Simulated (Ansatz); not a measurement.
**Property card for Bi**

Bi:
```yaml
crystal:
  lattice:
    - [6.37959, 0.00000, 0.00000]
    - [0.00000, 3.22217, 0.00000]
    - [0.00000, 0.00000, 3.23130]
  atoms:
    - { symbol: Bi, position: [0.75000, 0.00000, 0.57749] }
    - { symbol: Bi, position: [0.25000, 0.00000, 0.42251] }
```

Space group Pmma (No. 51); conventional cell a = 6.3796 Å, b = 3.2222 Å, c = 3.2313 Å, α = 90.00°, β = 90.00°, γ = 90.00°.

Method: plane-wave PAW PBEsol (Ansatz code). Structure relaxed to zero pressure with the same functional. Other levels are named where they apply.

**Cell and energy**

```yaml
volume_per_atom: 33.21 Å³
density: 10.45 g/cm³
```

**Electronic structure**

```yaml
electronic_character: metallic (no gap)
Density of states at the Fermi level: 0.54 states/eV per atom (mean over ±0.08 eV)
Gap with spin–orbit coupling: none (metallic)
```

**Mechanics**

```yaml
Bulk modulus (Birch–Murnaghan fit): 47.9 GPa
Pressure derivative B′: 3.5
```

**Phonons**

```yaml
highest_zone_centre_frequency: 73 cm⁻¹
zone_centre_stability: no imaginary mode at Γ
```

The first step of the workflow began from a Materials Project structure, measured or hypothetical; the Crystallography Open Database copy checked does not list it. It is not the phase usual at ambient conditions (space group No. 166). The cell was relaxed with PBEsol under the symmetry of its start. As this level gives no gap, phonon frequencies hold no LO–TO term and depend on the k-mesh and smearing (Fermi–Dirac, 0.1 eV here). Axis ratios of metals converge slowly with the k-mesh, so a and c are less sure than the volume. Spin–orbit coupling is left out wherever it is not named.

Potentials: the later of the program's two PAW sets.
